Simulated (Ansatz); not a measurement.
AlGa3As4:
```
CELL_PARAMETERS angstrom
      4.01056     0.00000     0.00000
      0.00000     4.01056     0.00000
      0.00000     0.00000    11.32561
ATOMIC_POSITIONS crystal
  Ga 0.00000 0.00000 0.75028
  As 0.50000 0.00000 0.87517
  Ga 0.50000 0.50000 0.00000
  As 0.00000 0.50000 0.12483
  Ga 0.00000 0.00000 0.24972
  As 0.50000 0.00000 0.37516
  Al 0.50000 0.50000 0.50000
  As 0.00000 0.50000 0.62484
```

x, y and z are the axes in which the lattice vectors are written.

Problem. Give the proper piezoelectric stress tensor with relaxed ions from r²SCAN (plane waves, PAW; program Ansatz).

Solution. In C/m², rows x, y, z, Voigt columns; mesh uncertainty up to 0.01.
```
 0.00   0.00   0.00   0.00  -0.20   0.00
 0.00   0.00   0.00   0.20   0.00   0.00
-0.19   0.19   0.00   0.00   0.00   0.00
```

The elastic tensor of the same run (GPa):

```
 144  24.3  51.4   0.0   0.0   0.0
24.3   144  51.4   0.0   0.0   0.0
51.4  51.4   117   0.0   0.0   0.0
 0.0   0.0   0.0  59.7   0.0   0.0
 0.0   0.0   0.0   0.0  59.7   0.0
 0.0   0.0   0.0   0.0   0.0  32.9
```

Problem. Convert to strain constants d = e·S.

Solution. In pC/N:
```
 0.0   0.0   0.0   0.0  -3.3   0.0
 0.0   0.0   0.0   3.3   0.0   0.0
-1.6   1.6   0.0   0.0   0.0   0.0
```

Space group P-4m2. The start of the workflow was typed in or built on a structure type; neither database checked (COD, Materials Project) lists it. Whether it is the stable phase at ambient conditions was not checked. The r²SCAN relaxation kept the symmetry of its start; whether a distortion lowers the energy is not shown.

Potentials: the earlier of the program's two PAW sets.
